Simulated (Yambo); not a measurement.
Quantum ESPRESSO input (PBE, PseudoDojo standard norm-conserving files, scalar-relativistic) whose wavefunctions are converted with p2y:

```
&CONTROL
  calculation = 'nscf'
  pseudo_dir = './pseudo'
  outdir = './out'
/
&SYSTEM
  ibrav = 0
  nat = 2
  ntyp = 2
  ecutwfc = 44.0
  ecutrho = 176.0
  occupations = 'fixed'
  force_symmorphic = .true.
  nbnd = 151
/
&ELECTRONS
  conv_thr = 2e-09
  diago_full_acc = .true.
  diago_thr_init = 1e-08
/
ATOMIC_SPECIES
Al 26.9815 Al.upf
P 30.9738 P.upf
CELL_PARAMETERS angstrom
  0.000000000000   2.736485000000   2.736485000000
  2.736485000000   0.000000000000   2.736485000000
  2.736485000000   2.736485000000   0.000000000000
ATOMIC_POSITIONS crystal
Al   0.000000000000   0.000000000000   0.000000000000
P   0.250000000000   0.250000000000   0.250000000000
K_POINTS automatic
4 4 4 0 0 0
```

Yambo's initialisation report on symmetry, reciprocal space, the k grid and the gaps on this mesh:

```
  [02.02] Symmetries
  ==================

  Inversion symmetry    : yes
  Spatial inversion     : no
  Inversion index       :  25
  K-space Time-reversal : yes
  Magnetic symmetries   : no
  Time-reversal derived K-space symmetries:   25   48
  Group table correct   : yes
  Symmetries units      :  [cc]

  [02.03] Reciprocal space
  ========================

  nG shells         :  161
  nG charge         :  10969
  nG WFs            :  1822
  nC WFs            :  1380
  G-vecs. in first 16 shells:  [ Number ]
     1    9   15   27   51   59   65   89  113
   137  169  181  229  259  283  307
  ...
  Shell energy in first 16 shells:  [ mHa ]
    0.00000      553.614      738.152      1476.30      2029.92      2214.46      2952.61      3506.22      3690.76
    4428.91      4982.53      5905.22      6458.83      6643.37      7381.52      7935.14
  ...

  [02.04] K-grid lattice
  ======================

  Compatible Grid is   : 3D
  Base K vectors       :  K_min[ 1 ]  K_min[ 2 ]  K_min[ 3 ]
  K_min[ 1 ] :  0.250000  0.000000  0.000000 [rlu]
  K_min[ 2 ] :  0.000000  0.000000  0.250000 [rlu]
  K_min[ 3 ] :  0.000000 -0.250000  0.000000 [rlu]
  Grid dimensions      :   4   4   4
  K lattice UC volume  :  0.014014 [a.u.]

  IBZ K-points                                      :   8
  BZ  K-points                                      :   64

  K/Q-points units:
  rlu = crystal or reduced units; cc = cartesian coordinates; iku = interal k-units

  K [1]          [rlu]:  0.000000  0.000000  0.000000
         WF components:  1363
  K [2]          [rlu]:  0.000000  0.000000  0.250000
         WF components:  1375
  K [3]          [rlu]:  0.000000  0.000000 -0.500000
         WF components:  1380
  K [4]          [rlu]:  0.000000  0.250000  0.250000
         WF components:  1355
  K [5]          [rlu]:  0.000000  0.250000 -0.500000
         WF components:  1368
  K [6]          [rlu]:  0.000000  0.250000 -0.250000
         WF components:  1360
  K [7]          [rlu]:  0.000000 -0.500000 -0.500000
         WF components:  1362
  K [8]          [rlu]:  0.250000 -0.500000 -0.250000
         WF components:  1348

  [02.05] Energies & Occupations
  ==============================

  [X] === General ===
  [X] Electronic Temperature                        :  0.000000  0.000000 [eV K]
  [X] Bosonic    Temperature                        :  0.000000  0.000000 [eV K]
  [X] Finite Temperature mode                       : no
  [X] El. density                                   :  0.19520E+24 [cm-3]
  [X] Fermi Level                                   :  4.963818 [eV]

  [X] === Gaps and Widths ===
  [X] Conduction Band Min                           :  1.589966 [eV]
  [X] Valence Band Max                              :  0.000000 [eV]
  [X] Filled Bands                                  :   4
  [X] Empty Bands                                   :    5  151
  [X] Direct Gap                                    :  3.224031 [eV]
  [X] Direct Gap localized at k                     :  1
  [X] Indirect Gap                                  :  1.589966 [eV]
  [X] Indirect Gap between kpts                     :   1   7
  [X] Last valence band width                       :  2.791107 [eV]
  [X] 1st conduction band width                     :  2.731112 [eV]
```
The gaps are PBE values on this mesh alone; only operations without fractional translations are kept.

Geometry of the Materials Project entry, not relaxed at this level.
